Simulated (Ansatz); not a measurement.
Calculation for CdAu: DFT, PBEsol, all-electron LAPW, scalar-relativistic (Ansatz 0.2.0). This run: one bond, the shortest of the undistorted cell, set to 1.840 Å.

The cell is entry 1510074 of the Crystallography Open Database, unrelaxed.

Command: `ansatz run input.yaml --threads 1 --pin off --max-ram 2048MiB --backend cpu --events-out ev --progress --plain --runs-dir out` It took 4 min on 1 thread of Arm Neoverse V2, on a shared host, peak memory 0.85 GiB.

```yaml
crystal:
  lattice:
    - [3.32, 0.0, 0.0]
    - [0.0, 3.32, 0.0]
    - [0.0, 0.0, 3.32]
  atoms:
    - { symbol: Cd, position: [0.41, 0.41, 0.41] }
    - { symbol: Au, position: [0.09, 0.09, 0.09] }
kpoints:
  mp_grid: { grid: [9, 9, 9] }
scf:
  occupations: { method: fermi_dirac, width: 0.05 }
hamiltonian:
  xc: pbesol
  pseudopotentials: { kind: all_electron, lapw: { basis_error: 0.001 } }
output:
  forces: true
  stress: true
  eigenvalues: true
  populations: true
```

Output:

```
Cd: projections on atomic orbitals take those of the free atom 1s2 2s2 2p6 3s2 3p6 3d10 4s2 4p6 4d10 5s2, of charge +0.00 (hamiltonian.pseudopotentials.projection_atoms)
Au: projections on atomic orbitals take those of the free atom 1s2 2s2 2p6 3s2 3p6 3d10 4s2 4p6 4d10 4f14 5s2 5p6 5d10 6s1, of charge +0.00 (hamiltonian.pseudopotentials.projection_atoms)
LAPW: plane waves up to 13.421 Å⁻¹, error target 1.0e-3 eV per atom; small_component_spin mean_spin; Cd in spheres of 0.890 Å, 38 of its electrons in bands, Dirac shells []; Au in spheres of 0.950 Å, 51 of its electrons in bands, Dirac shells [] (how accurate: hamiltonian.pseudopotentials.lapw.basis_error, Limitations)
Engine: ansatz 0.2.0
Pseudopotentials: kind: all_electron
Pseudopotential: Cd, LAPW, valence charge 38, lapw/all_electron/scalar/gaussian/Cd, Koelling and Harmon's equation, gaussian nucleus
Pseudopotential: Au, LAPW, valence charge 51, lapw/all_electron/scalar/gaussian/Au, Koelling and Harmon's equation, gaussian nucleus
Functional definition: PBEsol
  exchange = pbesol_x
  correlation = pbesol_c
Crystal: 2 atoms, lattice volume = 36.594 Å³
Basis set: ecut = 686.2774344826026 eV, 1503 PW (Γ), exchange–correlation at level 2
Bands: 54, of which v1, the nominal top of the filled ones, is band 45 counted from 1 (44 counted from 0)
Symmetry: 6 space group operations
Space group: R3m (ITA 160), of the structure as read, at distance tolerance 3.3e-5 Å
k-points: 85 of 729 (time reversal used)
Non-local potential: Cd, projectors of the file, none
Non-local potential: Au, projectors of the file, none
Initial density: superposition of atomic densities (chi_scale 0.1, normalization cell, long waves kept (reshape's long-wave potential 0.00 eV rms))
Initial wavefunctions: plane waves of lowest kinetic energy (no species holds an atomic orbital)
Functional: x = pbesol(κ = 0.804, μ = 0.12345679012345678), c = pbesol(β = 0.046)
iter 1 solved again at ethr=7.56e-4 eV; its pass at ethr=1.00e-1 eV (dr2=6.73e-1 eV) is discarded
SCF iter   1: F=—  HF=-669239.201060 eV  |F-HF|=—  |Δ(HF+E_count)|=         —  Δρ=4.22e-2  dr2=6.72e-1  ethr=7.56e-4  ⟨swp⟩=2.0  Hψ=28822  notcnv=0
preconditioner: auto → Resta (q_TF=auto, 3.164 Å⁻¹)  ε∞=3.6  [insulator: Δε(μ)=0.124 eV  Ē_g=18.269 eV  σ=0.050 eV  W_gap=0.54  n_scr=18 (ndim 8)  ℏωp=29.4 eV  f_vac=0.248  D(μ)=0.44/eV (n_scr^D=0)  ε∞_Penn≈3.6]
SCF iter   2: F=—  HF=-669238.960293 eV  |F-HF|=—  |Δ(HF+E_count)|=   2.41e-1  Δρ=1.68e-2  dr2=1.17e-1  ethr=7.56e-4  ⟨swp⟩=2.0  Hψ=13770  notcnv=0
preconditioner: auto → none  [metal: Δε(μ)=0.019 eV  Ē_g=18.515 eV  σ=0.050 eV  W_gap=0.10  n_scr=18 (ndim 8)  ℏωp=29.4 eV  f_vac=0.230  D(μ)=0.44/eV (n_scr^D=0)]
SCF iter   3: F=—  HF=-669238.930354 eV  |F-HF|=—  |Δ(HF+E_count)|=   2.99e-2  Δρ=7.06e-3  dr2=1.95e-2  ethr=1.32e-4  ⟨swp⟩=2.0  Hψ=13776  notcnv=0
SCF iter   4: F=—  HF=-669238.926645 eV  |F-HF|=—  |Δ(HF+E_count)|=         —  Δρ=2.69e-3  dr2=3.65e-3  ethr=2.19e-5  ⟨swp⟩=2.1  Hψ=13722  notcnv=0
the basis was enlarged: its passes take 244.5 KiB over the memory plan, 1 of 1 planned eigensolver slots
iter 5 solved again at ethr=2.80e-7 eV; its pass at ethr=4.10e-6 eV (dr2=2.49e-4 eV) is discarded
SCF iter   5: F=—  HF=-669238.924886 eV  |F-HF|=—  |Δ(HF+E_count)|=   1.76e-3  Δρ=8.26e-4  dr2=2.48e-4  ethr=2.80e-7  ⟨swp⟩=2.0  Hψ=22279  notcnv=0
SCF iter   6: F=—  HF=-669238.924694 eV  |F-HF|=—  |Δ(HF+E_count)|=   1.92e-4  Δρ=2.00e-4  dr2=1.15e-5  ethr=2.79e-7  ⟨swp⟩=2.0  Hψ=12969  notcnv=0
SCF iter   7: F=—  HF=-669238.924690 eV  |F-HF|=—  |Δ(HF+E_count)|=   3.83e-6  Δρ=5.24e-5  dr2=4.35e-7  ethr=1.29e-8  ⟨swp⟩=2.2  Hψ=12983  notcnv=0
SCF iter   8: F=-669238.924690 eV  HF=-669238.924690 eV  |F-HF|=6.05e-9  |Δ(HF+E_count)|=   1.34e-7  Δρ=1.26e-5  dr2=2.36e-8  ethr=4.89e-10  ⟨swp⟩=2.8  Hψ=13054  notcnv=0
SCF 1 converged in 8 iterations: F = -669238.924690 eV  dr2 = 2.36e-8
SCF converged after 8 iterations
Free energy (F): -669238.924690 eV
Harris-Foulkes:  -669238.924690 eV  (|F-HF|=6.05e-9)
Internal energy: -669238.921220 eV  (E = F + TS)
E sigma→0 (E₀):  -669238.922955 eV
Entropy (-TS):   -0.003470 eV (-1.735 meV/atom)
Fermi energy:    21.300747 eV
--- Per-component energies (eV) ---
  E_band       = -17439.693649
  E_kinetic    = 748762.925819
  E_xc         = -13918.341571
  E_electrostatic = -1404083.505467  (all electrons and nuclei)
  E_smearing   = -0.003470  (= −TS)
  E_closure    = 0.000000  (closes the sum)
  E_atoms      = -669242.625780  (free atoms, spherical and without spin; not in F)
  Σ components = -669238.924690   (vs F -669238.924690, Δ=0.00e0)
  Basis errors (estimates in eV, not in F): energy 5.2e-4 per atom: plane waves 4.7e-4 (2.9e-4 summed), levels above the bands 1.3e-158, relativity 2.3e-7, radial functions 4.5e-5, core shells 1.3e-10; eigenvalues (radial functions only) 1.0e-6; not estimated: angular momenta, meshes, grids; target (lapw.basis_error) 1.0e-3; muffin-tin radii Cd 0.890 Å, Au 0.950 Å
--- Forces (eV/Å), atoms counted from 1 ---
  atom   1  Cd    22.78895642    22.78895642    22.78895642
  atom   2  Au   -22.78902299   -22.78902299   -22.78902299
  max |Σ_I F_I| component: 6.66e-5 eV/Å
--- Stress (GPa, compression-positive) ---
      112.237363     102.439500     102.439500
      102.439500     112.237363     102.439500
      102.439500     102.439500     112.237363
  P = ⅓ Tr σ = 112.2374 GPa (1122.374 kbar)
--- Band table (eV; the first three rows and the last of 85) ---
  k-point 0: bands = ["-708.9489", "-705.0497", "-576.5708", "-576.5382", "-576.5382", "-521.9756", "-521.9119", "-521.9119", "-369.4096", "-369.3912", "-369.3912", "-369.3765", "-369.3765", "-302.1478", "-302.1189", "-302.1189", "-302.0703", "-302.0703", "-85.3374", "-82.2309", "-58.1547", "-58.1309", "-58.1309", "-58.0848", "-58.0848", "-58.0369", "-58.0368", "-44.2326", "-43.2043", "-43.2043", "-36.9621", "-36.5940", "-36.5940", "9.3749", "9.6829", "9.6829", "11.3453", "11.6942", "11.6942", "15.8218", "15.8218", "17.2985", "17.2985", "18.7772", "27.5892", "28.0266", "28.0266", "28.5723", "31.1373", "31.1373", "36.6698", "39.0293", "39.0293", "40.8608"]
  k-point 1: bands = ["-708.9489", "-705.0497", "-576.5708", "-576.5382", "-576.5382", "-521.9756", "-521.9119", "-521.9119", "-369.4096", "-369.3912", "-369.3912", "-369.3765", "-369.3765", "-302.1478", "-302.1189", "-302.1189", "-302.0703", "-302.0703", "-85.3372", "-82.2310", "-58.1547", "-58.1309", "-58.1309", "-58.0848", "-58.0848", "-58.0369", "-58.0368", "-44.2330", "-43.2054", "-43.2042", "-36.9626", "-36.5948", "-36.5938", "9.3756", "9.6624", "9.7606", "11.5086", "11.6446", "11.7510", "15.8372", "15.8729", "17.2553", "17.3216", "18.6869", "25.5351", "28.1558", "28.2726", "29.2974", "31.1230", "32.7543", "36.6971", "38.4653", "38.7320", "39.6420"]
  k-point 2: bands = ["-708.9489", "-705.0497", "-576.5708", "-576.5382", "-576.5382", "-521.9756", "-521.9119", "-521.9119", "-369.4096", "-369.3912", "-369.3912", "-369.3765", "-369.3765", "-302.1478", "-302.1189", "-302.1189", "-302.0703", "-302.0703", "-85.3369", "-82.2312", "-58.1547", "-58.1309", "-58.1309", "-58.0849", "-58.0848", "-58.0369", "-58.0368", "-44.2341", "-43.2083", "-43.2040", "-36.9637", "-36.5970", "-36.5933", "9.3845", "9.6103", "9.9583", "11.5262", "11.6645", "12.2156", "15.8918", "15.9947", "17.1172", "17.3799", "18.5042", "22.9468", "28.5196", "28.9180", "29.6655", "31.0939", "35.7522", "36.4659", "37.2897", "37.2955", "38.0729"]
  k-point 84: bands = ["-708.9489", "-705.0497", "-576.5708", "-576.5382", "-576.5382", "-521.9756", "-521.9119", "-521.9119", "-369.4096", "-369.3912", "-369.3912", "-369.3765", "-369.3765", "-302.1478", "-302.1189", "-302.1189", "-302.0703", "-302.0703", "-85.3339", "-82.2327", "-58.1547", "-58.1309", "-58.1309", "-58.0849", "-58.0849", "-58.0370", "-58.0368", "-44.2466", "-43.2174", "-43.2174", "-36.9674", "-36.6027", "-36.6027", "9.5634", "10.5452", "10.5554", "11.6992", "11.7124", "15.1682", "15.2711", "15.5240", "17.5149", "17.5156", "21.4852", "23.1532", "23.7263", "23.8763", "25.4963", "28.3976", "28.8475", "30.0447", "42.5480", "43.2584", "44.6519"]
--- Löwdin populations: 2 sites ---
  site symbol       q [e]
     0     Cd     47.2058
     1     Au     79.2252
  spilling = 0.004480 (of n_electrons = 127.000000)
```

populations.tsv:

```
# site	symbol	l	j	q
# orbitals = lowdin
# n_electrons = 127.000000
# spilling = 0.004480
# projection_atom_Cd: 1s2 2s2 2p6 3s2 3p6 3d10 4s2 4p6 4d10 5s2
# projection_atom_Au: 1s2 2s2 2p6 3s2 3p6 3d10 4s2 4p6 4d10 4f14 5s2 5p6 5d10 6s1
0	Cd	0_1S	-	1.999999
0	Cd	0_2S	-	1.999944
0	Cd	0_3S	-	1.999112
0	Cd	0_4S	-	1.987587
0	Cd	0_5S	-	1.276905
0	Cd	1_2P	-	6.000000
0	Cd	1_3P	-	5.999965
0	Cd	1_4P	-	5.996731
0	Cd	2_3D	-	9.999995
0	Cd	2_4D	-	9.945575
1	Au	0_1S	-	2.000000
1	Au	0_2S	-	1.999992
1	Au	0_3S	-	1.999901
1	Au	0_4S	-	1.999040
1	Au	0_5S	-	1.988170
1	Au	0_6S	-	1.413263
1	Au	1_2P	-	6.000000
1	Au	1_3P	-	5.999998
1	Au	1_4P	-	5.999941
1	Au	1_5P	-	5.995777
1	Au	2_3D	-	10.000000
1	Au	2_4D	-	9.999992
1	Au	2_5D	-	9.829191
1	Au	3_4F	-	13.999967
```

Spin–orbit coupling is left out, which matters for the heavy atoms.
